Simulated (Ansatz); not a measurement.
A relaxation computed with Ansatz, from input to last step.

```yaml
crystal:
  lattice:
    - [-1.726539, 1.775547, 2.338342]
    - [1.726539, -1.775547, 2.338342]
    - [1.726539, 1.775547, -2.338342]
  atoms:
    - { symbol: Sn, position: [0.0, 0.0, 0.0] }
basis:
  ecutwfc: 420
kpoints:
  mp_grid: { grid: [16, 16, 16] }
hamiltonian:
  xc: pbesol
  dispersion: d3bj
scf:
  occupations: { method: gaussian, width: 0.1 }
output:
  forces: true
  stress: true
  eigenvalues: true
  write_density: true
  write_potential: true
  elf: true
  volumetric_format: npy
relax:
  adjacent_minimum: "off"
  f_tol: 0.005
  max_steps: 80
  cell: { stress_tol: 0.05 }
```

```bash
ansatz run input.yaml --threads 1 --pin off --max-ram 2560MiB --backend cpu --events-out ev --progress --plain --runs-dir out
```

All numbers below come from DFT PBEsol+D3(BJ), scalar-relativistic, plane waves, PAW (Ansatz).

Of 14 frames 10 are shown, positions in Å and forces in eV/Å; the SCF threshold varies from step to step. Steps run on the plane waves of an earlier cell, with a Pulay correction in the pressure. The basis is chosen afresh for the last frame, the zero of the energies, and at times for earlier ones too; energy and pressure step there, also at an unchanged geometry.

```xyz
1
Lattice="-1.7265 1.7755 2.3383 1.7265 -1.7755 2.3383 1.7265 1.7755 -2.3383" Properties=species:S:1:pos:R:3:forces:R:3 pbc="T T T" step=1 free_energy_over_end_meV_per_atom=74.27 pressure_GPa=-5.74
Sn    0.0000    0.0000    0.0000    0.0000    0.0000    0.0000
1
Lattice="-1.6601 1.6968 2.2315 1.6601 -1.6968 2.2315 1.6601 1.6968 -2.2315" Properties=species:S:1:pos:R:3:forces:R:3 pbc="T T T" step=2 free_energy_over_end_meV_per_atom=4.91 pressure_GPa=0.34
Sn    0.0000    0.0000    0.0000    0.0000    0.0000    0.0000
1
Lattice="-1.6920 1.6928 2.2094 1.6920 -1.6928 2.2094 1.6920 1.6928 -2.2094" Properties=species:S:1:pos:R:3:forces:R:3 pbc="T T T" step=4 free_energy_over_end_meV_per_atom=3.37 pressure_GPa=-0.16
Sn    0.0000    0.0000    0.0000    0.0000    0.0000    0.0000
1
Lattice="-1.6976 1.6979 2.1906 1.6976 -1.6979 2.1906 1.6976 1.6979 -2.1906" Properties=species:S:1:pos:R:3:forces:R:3 pbc="T T T" step=5 free_energy_over_end_meV_per_atom=2.92 pressure_GPa=-0.02
Sn    0.0000    0.0000    0.0000    0.0000    0.0000    0.0000
1
Lattice="-1.7851 1.7218 2.0507 1.7851 -1.7218 2.0507 1.7851 1.7218 -2.0507" Properties=species:S:1:pos:R:3:forces:R:3 pbc="T T T" step=7 free_energy_over_end_meV_per_atom=1.09 pressure_GPa=-0.18
Sn    0.0000    0.0000    0.0000    0.0000    0.0000    0.0000
1
Lattice="-1.8534 1.7434 1.9341 1.8534 -1.7434 1.9341 1.8534 1.7434 -1.9341" Properties=species:S:1:pos:R:3:forces:R:3 pbc="T T T" step=8 free_energy_over_end_meV_per_atom=0.54 pressure_GPa=0.03
Sn    0.0000    0.0000    0.0000    0.0000    0.0000    0.0000
1
Lattice="-1.8081 1.7271 2.0090 1.8081 -1.7271 2.0090 1.8081 1.7271 -2.0090" Properties=species:S:1:pos:R:3:forces:R:3 pbc="T T T" step=10 free_energy_over_end_meV_per_atom=-0.14 pressure_GPa=-0.04
Sn    0.0000    0.0000    0.0000    0.0000    0.0000    0.0000
1
Lattice="-1.8279 1.7273 1.9844 1.8279 -1.7273 1.9844 1.8279 1.7273 -1.9844" Properties=species:S:1:pos:R:3:forces:R:3 pbc="T T T" step=11 free_energy_over_end_meV_per_atom=-0.31 pressure_GPa=-0.03
Sn    0.0000    0.0000    0.0000    0.0000    0.0000    0.0000
1
Lattice="-1.8222 1.7305 1.9868 1.8222 -1.7305 1.9868 1.8222 1.7305 -1.9868" Properties=species:S:1:pos:R:3:forces:R:3 pbc="T T T" step=13 free_energy_over_end_meV_per_atom=-0.36 pressure_GPa=-0.01
Sn    0.0000    0.0000    0.0000    0.0000    0.0000    0.0000
1
Lattice="-1.8222 1.7305 1.9868 1.8222 -1.7305 1.9868 1.8222 1.7305 -1.9868" Properties=species:S:1:pos:R:3:forces:R:3 pbc="T T T" step=14 free_energy_over_end_meV_per_atom=0.00 pressure_GPa=-0.02
Sn    0.0000    0.0000    0.0000    0.0000    0.0000    0.0000
```

It took 2.6 min on 1 thread of Intel(R) Xeon(R) Platinum 8488C (Sapphire Rapids), with other jobs on the host, peak memory 0.54 GiB.